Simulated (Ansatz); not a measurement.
Here is the system:

FeBiO$_{3}$:
```
FeBiO3
1.0
    2.78473     1.60777     4.46957
   -2.78473     1.60777     4.46957
    0.00000    -3.21553     4.46957
Bi Fe O
2 2 6
Cartesian
  0.00000   0.00000   3.64717
  0.00000   0.00000   9.76153
  0.00000   0.00000   0.00000
  0.00000   0.00000   6.70435
  0.43451   1.52565   7.92039
 -1.53850  -0.38653   7.92039
  1.10399  -1.13912   7.92039
 -0.43451  -1.52565   5.48831
  1.53850   0.38653   5.48831
 -1.10399   1.13912   5.48831
```
The run is spin-polarised; directions of the spins, atom by atom: 0 0 ↑ ↓ 0 0 0 0 0 0.

This is the PBEsol-relaxed structure.

All from the program Ansatz at the PBEsol level (PAW), unless another level is named. Estimate the formation energy from the elements (no fitted shifts).

-1.18 eV/atom.

And the smallest direct gap on the standard path?

0.28 eV.

And the valence-band maximum?

at L.

Space group R-3. The start of the workflow was typed in or built on a structure type; neither database checked (COD, Materials Project) lists it. It is not the phase usual at ambient conditions (space group No. 161). Symmetry was held in the PBEsol relaxation, as lowered by the spin order; whether a distortion lowers the energy is not shown. The final state is antiferromagnetic, chosen from 5 collinear starts compared on coarse meshes (ties went to the first, and starts can fall back to one state), not a proven ground state. No Hubbard U is applied. The references are the lowest solids computed at this level, not always the standard phases (solids in place of the gases). Scalar-relativistic: spin–orbit coupling is off unless named, which matters more the heavier the elements.

Potentials: the earlier of the program's two PAW sets. The files were generated under PBE; for other functionals the program regenerates the frozen cores, and for LDA and PBEsol the local potential too.
